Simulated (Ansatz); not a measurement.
The relaxed structure here is a generated cell of La: the first start was made by placing the elements on the sites of a structure type, and the end was not matched to a known phase here, so it may be hypothetical. Known forms of La include space group No. 194.

A relaxed cell of La (R-3m (No. 166)), relaxed on a k-mesh at least as fine as the one used below. The numbers are results of PBE (plane waves to 420 eV, PAW, scalar-relativistic; Ansatz, a program for electronic structure), not measurements. Γ-centred k-mesh 10×5×10 on the run's cell (coarser than for final values), Fermi–Dirac smearing 0.05 eV.

```yaml
crystal:
  lattice:
    - [1.88867, 1.09043, 9.06626]
    - [-3.77734, 2.18085, 18.13252]
    - [0.00000, -2.18085, 9.06626]
  atoms:
    - { symbol: La, position: [0.00000, 0.00000, 0.00000] }
    - { symbol: La, position: [0.00000, 0.50000, 0.00000] }
    - { symbol: La, position: [0.22319, 0.11159, 0.22319] }
    - { symbol: La, position: [0.22319, 0.61159, 0.22319] }
    - { symbol: La, position: [0.77681, 0.38841, 0.77681] }
    - { symbol: La, position: [0.77681, 0.88841, 0.77681] }
```

The atoms are displaced by (Å):

| atom | ux | uy | uz |
|---|---|---|---|
| La1 | 0.044 | -0.060 | -0.056 |
| La2 | -0.014 | -0.016 | 0.186 |
| La3 | -0.042 | 0.116 | 0.110 |
| La4 | -0.003 | 0.001 | -0.043 |
| La5 | 0.059 | -0.079 | 0.011 |
| La6 | -0.098 | -0.013 | 0.103 |

Q: What forces (eV/Å) and pressure result?

A: 
```tsv
atom	Fx	Fy	Fz
La1	-0.08	0.09	0.12
La2	0.06	-0.05	-0.18
La3	0.01	-0.14	-0.09
La4	0.01	0.04	0.16
La5	-0.13	0.06	0.09
La6	0.13	-0.01	-0.09
```

Pressure -0.1 GPa.

No spin polarisation in the result.

The run that gave the undisplaced cell could not lose the symmetry of its start; a randomly shaken copy of 6 atoms returns to this structure.
